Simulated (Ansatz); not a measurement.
Question: Name crystals whose computed values (DFT-PBEsol in the program Ansatz with PAW potentials) fall in these windows: G_Hill (GPa) 41 to 52; Θ_D (K) 320 to 410.

Answer: 

| crystal | G_Hill (GPa) | Θ_D (K) |
|---|---|---|
| Ge, P6_3/mmc (Ge on 4e, Ge on 4f) | 47.1 | 347 |
| Ge, diamond | 47.4 | 348 |
| GaNi, CsCl type | 47.7 | 339 |
| Ge, P6_3/mmc (Ge on 4f) | 46.9 | 346 |
| Zn2SnO4, spinel | 48.7 | 408 |
Others may fit too.

Not the usual ambient phase: Ge, P6_3/mmc (Ge on 4e, Ge on 4f); Ge, P6_3/mmc (Ge on 4f). Standing as an ambient phase not checked: GaNi, CsCl type; Zn2SnO4, spinel. Began spin-polarised and lost the moments: GaNi, CsCl type. All cells were relaxed under the symmetry of their starts (and spin orders); stability against distortions was not tested throughout. Scalar-relativistic: spin–orbit coupling is off unless named, which matters more the heavier the elements.

Potentials: the earlier of the program's two PAW sets.
